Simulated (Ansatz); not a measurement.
Given:

LaH3O3:
```
CELL_PARAMETERS angstrom
      6.38995     0.00000     0.00000
     -3.19498     5.53386     0.00000
      0.00000     0.00000     3.74766
ATOMIC_POSITIONS crystal
  La 0.33333 0.66667 0.75000
  La 0.66667 0.33333 0.25000
  H  0.27659 0.13096 0.75000
  H  0.72341 0.86904 0.25000
  H  0.85438 0.72341 0.75000
  H  0.14562 0.27659 0.25000
  H  0.86904 0.14562 0.75000
  H  0.13096 0.85438 0.25000
  O  0.38614 0.30575 0.75000
  O  0.61386 0.69425 0.25000
  O  0.91961 0.61386 0.75000
  O  0.08039 0.38614 0.25000
  O  0.69425 0.08039 0.75000
  O  0.30575 0.91961 0.25000
```

This is the LDA-relaxed structure.

Question: All from the program Ansatz at the LDA level (PAW), unless another level is named. Estimate the bulk modulus (Birch–Murnaghan fit).

Answer: 70.3 GPa.

Question: Predict the highest zone-centre frequency (without LO–TO term).

Answer: 3620 cm^-1.

Space group P6_3/m. The first step of the workflow began from a Materials Project structure, measured or hypothetical; the Crystallography Open Database copy checked does not list it. Whether it is the stable phase at ambient conditions was not checked. Symmetry was held in the LDA relaxation. At this level the phase is dynamically unstable (imaginary phonons). Scalar-relativistic: spin–orbit coupling is off unless named, which matters more the heavier the elements.

Potentials: the later of the program's two PAW sets.
